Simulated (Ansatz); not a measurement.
Given:

NiI2:
```
CELL_PARAMETERS angstrom
      1.96981     1.13727     6.70699
     -1.96981     1.13727     6.70699
      0.00000    -2.27454     6.70699
ATOMIC_POSITIONS crystal
  Ni 0.00000 0.00000 0.00000
  I  0.25722 0.25722 0.25722
  I  0.74278 0.74278 0.74278
```
The run is spin-polarised, in the one order tried: ferromagnetic.

This is the r²SCAN+D4-relaxed structure.

### Question
All from plane-wave PAW r²SCAN+D4 (Ansatz code), unless another level is named. Estimate the Bader charges.

### Answer
Ni +0.71, I -0.36 e.

### Question
Give the net moment.

### Answer
0.67 μB per atom.

Space group R-3m. The workflow started from an entry of the Crystallography Open Database (COD). Its standing as an ambient phase is unchecked. The cell was relaxed with r²SCAN+D4 under the symmetry of its start; whether a distortion lowers the energy is not shown. Magnetic state: ferromagnetic, the only order run, not a proven ground state. The cell computed holds one magnetic atom, so no antiferromagnetic order was within reach. Other orbital occupations within this spin state were not tried. No Hubbard U is applied. Scalar-relativistic: spin–orbit coupling is off unless named, which matters more the heavier the elements.

Potentials: the later of the program's two PAW sets.
